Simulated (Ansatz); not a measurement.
(101) slab cut from the bulk of SiNi, Pnma (No. 62); the slab's formula is SiNi:

```yaml
crystal:
  lattice:
    - [3.37576, 0.00000, 0.00000]
    - [0.00000, 7.62457, 0.00000]
    - [0.00000, 0.00000, 25.67565]
  atoms:
    - { symbol: Si, position: [0.75000, 0.85586, 0.29211] }
    - { symbol: Si, position: [0.75000, 0.26452, 0.31699] }
    - { symbol: Ni, position: [0.25000, 0.05553, 0.32297] }
    - { symbol: Ni, position: [0.75000, 0.56311, 0.32543] }
    - { symbol: Ni, position: [0.25000, 0.35091, 0.37872] }
    - { symbol: Ni, position: [0.75000, 0.85849, 0.38117] }
    - { symbol: Si, position: [0.25000, 0.64950, 0.38715] }
    - { symbol: Si, position: [0.25000, 0.05816, 0.41204] }
    - { symbol: Si, position: [0.75000, 0.31287, 0.44003] }
    - { symbol: Si, position: [0.75000, 0.72153, 0.46492] }
    - { symbol: Ni, position: [0.25000, 0.51253, 0.47090] }
    - { symbol: Ni, position: [0.75000, 0.02012, 0.47335] }
    - { symbol: Ni, position: [0.25000, 0.80792, 0.52665] }
    - { symbol: Ni, position: [0.75000, 0.31550, 0.52910] }
    - { symbol: Si, position: [0.25000, 0.10651, 0.53508] }
    - { symbol: Si, position: [0.25000, 0.51516, 0.55997] }
    - { symbol: Si, position: [0.75000, 0.76988, 0.58796] }
    - { symbol: Si, position: [0.75000, 0.17854, 0.61285] }
    - { symbol: Ni, position: [0.25000, 0.96954, 0.61883] }
    - { symbol: Ni, position: [0.75000, 0.47713, 0.62128] }
    - { symbol: Ni, position: [0.25000, 0.26492, 0.67457] }
    - { symbol: Ni, position: [0.75000, 0.77251, 0.67703] }
    - { symbol: Si, position: [0.25000, 0.56351, 0.68301] }
    - { symbol: Si, position: [0.25000, 0.97217, 0.70789] }
```

The calculation used DFT PBE, scalar-relativistic, plane waves, PAW in Ansatz 0.2.0. Cutoff 420 eV; k points 10×5×1 on the computed 24-atom cell (Γ-centred); Gaussian smearing, width 0.10 eV; no spin polarisation. The cell repeats along c with a dipole correction in the vacuum.

**Question.** What forces act on the atoms?

**Answer.**
```json
{"atom": "Si1", "Fx (eV/Å)": "0.000", "Fy (eV/Å)": "-0.086", "Fz (eV/Å)": "0.058"}
{"atom": "Si2", "Fx (eV/Å)": "0.000", "Fy (eV/Å)": "-0.081", "Fz (eV/Å)": "-0.099"}
{"atom": "Ni3", "Fx (eV/Å)": "0.000", "Fy (eV/Å)": "-0.051", "Fz (eV/Å)": "0.167"}
{"atom": "Ni4", "Fx (eV/Å)": "0.000", "Fy (eV/Å)": "0.285", "Fz (eV/Å)": "0.645"}
{"atom": "Ni5", "Fx (eV/Å)": "0.000", "Fy (eV/Å)": "-0.015", "Fz (eV/Å)": "-0.099"}
{"atom": "Ni6", "Fx (eV/Å)": "0.000", "Fy (eV/Å)": "-0.022", "Fz (eV/Å)": "0.459"}
{"atom": "Si7", "Fx (eV/Å)": "0.000", "Fy (eV/Å)": "-0.092", "Fz (eV/Å)": "-0.733"}
{"atom": "Si8", "Fx (eV/Å)": "0.000", "Fy (eV/Å)": "0.044", "Fz (eV/Å)": "-0.337"}
{"atom": "Si9", "Fx (eV/Å)": "0.000", "Fy (eV/Å)": "-0.043", "Fz (eV/Å)": "-0.159"}
{"atom": "Si10", "Fx (eV/Å)": "0.000", "Fy (eV/Å)": "0.055", "Fz (eV/Å)": "-0.039"}
{"atom": "Ni11", "Fx (eV/Å)": "0.000", "Fy (eV/Å)": "-0.023", "Fz (eV/Å)": "0.055"}
{"atom": "Ni12", "Fx (eV/Å)": "0.000", "Fy (eV/Å)": "0.030", "Fz (eV/Å)": "0.100"}
{"atom": "Ni13", "Fx (eV/Å)": "0.000", "Fy (eV/Å)": "-0.030", "Fz (eV/Å)": "-0.100"}
{"atom": "Ni14", "Fx (eV/Å)": "0.000", "Fy (eV/Å)": "0.023", "Fz (eV/Å)": "-0.055"}
{"atom": "Si15", "Fx (eV/Å)": "0.000", "Fy (eV/Å)": "-0.055", "Fz (eV/Å)": "0.039"}
{"atom": "Si16", "Fx (eV/Å)": "0.000", "Fy (eV/Å)": "0.043", "Fz (eV/Å)": "0.159"}
{"atom": "Si17", "Fx (eV/Å)": "0.000", "Fy (eV/Å)": "-0.044", "Fz (eV/Å)": "0.337"}
{"atom": "Si18", "Fx (eV/Å)": "0.000", "Fy (eV/Å)": "0.092", "Fz (eV/Å)": "0.733"}
{"atom": "Ni19", "Fx (eV/Å)": "0.000", "Fy (eV/Å)": "0.022", "Fz (eV/Å)": "-0.459"}
{"atom": "Ni20", "Fx (eV/Å)": "0.000", "Fy (eV/Å)": "0.015", "Fz (eV/Å)": "0.099"}
{"atom": "Ni21", "Fx (eV/Å)": "0.000", "Fy (eV/Å)": "-0.285", "Fz (eV/Å)": "-0.645"}
{"atom": "Ni22", "Fx (eV/Å)": "0.000", "Fy (eV/Å)": "0.051", "Fz (eV/Å)": "-0.167"}
{"atom": "Si23", "Fx (eV/Å)": "0.000", "Fy (eV/Å)": "0.081", "Fz (eV/Å)": "0.099"}
{"atom": "Si24", "Fx (eV/Å)": "0.000", "Fy (eV/Å)": "0.086", "Fz (eV/Å)": "-0.058"}
```

Cost: 1 run of about 7.7 core-minutes, on Arm Neoverse V2 (shared hosts).